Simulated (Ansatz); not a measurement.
GeRh2 in space group Pnma (No. 62; Ge on 4c, Rh on 4c, Rh on 4c) at seven volumes, DFT-LDA in the program Ansatz with PAW potentials, shape and atoms relaxed at each. One row is withheld.

| V (Å³/atom) | P (GPa) |
|---|---|
| 12.190 | 29.71 |
| 12.592 | ? |
| 12.994 | 8.15 |
| 13.396 | 0.00 |
| 13.798 | -6.77 |
| 14.200 | -12.38 |
| 14.602 | -17.00 |

Problem. Fit the shown pressures and predict the withheld one.

Solution. P = (3/2)B₀(x^(7/2) − x^(5/2))[1 + (3/4)(B′ − 4)(x − 1)] with x = (V₀/V)^(2/3). Least squares on the six rows gives V₀ = 13.396 Å³/atom, B₀ = 247 GPa, B′ = 5.18. At V = 12.592, x = 1.0421 and P = 17.95 GPa. The run itself gave 17.94 GPa.

The workflow started from an entry of the Crystallography Open Database (COD). Whether it is the stable phase at ambient conditions was not checked. Symmetry was held in the LDA relaxation; its stability against distortions is not shown here. The run is not spin-polarised.

Potentials: the later of the program's two PAW sets.
